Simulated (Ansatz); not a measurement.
NiGe:
```xyz
8
Lattice="5.2303 0.0000 0.0000 0.0000 3.4325 0.0000 0.0000 0.0000 5.6752" Properties=species:S:1:pos:R:3 pbc="T T T"
Ni     2.6526     0.8581     3.9175
Ni     2.5777     2.5743     1.7577
Ni     5.1928     2.5743     1.0799
Ni     0.0375     0.8581     4.5953
Ge     3.6085     0.8581     0.5100
Ge     1.6217     2.5743     5.1652
Ge     4.2369     2.5743     3.3475
Ge     0.9934     0.8581     2.3276
```

Relaxed with LDA. Special points in fractions of this cell's reciprocal vectors: Γ (0.000, 0.000, 0.000); X (0.500, 0.000, 0.000); S (0.500, 0.500, 0.000); Y (0.000, 0.500, 0.000); Z (0.000, 0.000, 0.500); U (0.500, 0.000, 0.500); R (0.500, 0.500, 0.500); T (0.000, 0.500, 0.500).

List the band energies nearest the Fermi level at these points for the program Ansatz at the LDA level (PAW).

In eV from the Fermi level; about four levels below and three above (degenerate sets whole), none deeper than 8.9 eV; points with the same levels are listed once.

```
k                    below                above
-  -----------------------  -------------------
Γ  -1.75 -1.18 -1.15 -0.88       0.79 0.90 3.86
X  -1.84 -1.84 -1.71 -1.71  0.87 0.87 1.39 1.39
S  -1.50 -1.50 -1.50 -1.50  0.31 0.31 0.31 0.31
Y  -1.34 -1.34 -0.55 -0.55  2.10 2.10 2.29 2.29
Z  -1.29 -1.29 -0.17 -0.17  0.98 0.98 2.76 2.76
U  -1.91 -1.91 -0.93 -0.93  0.80 0.80 2.61 2.61
R  -1.71 -1.71 -1.71 -1.71  2.60 2.60 2.60 2.60
T  -1.80 -1.80 -1.63 -1.63  0.44 0.44 0.76 0.76
```

Space group Pnma. The cell was relaxed with LDA under the symmetry of its start. The run is not spin-polarised. Scalar-relativistic: spin–orbit coupling is off unless named, which matters more the heavier the elements.

Potentials: the later of the program's two PAW sets.
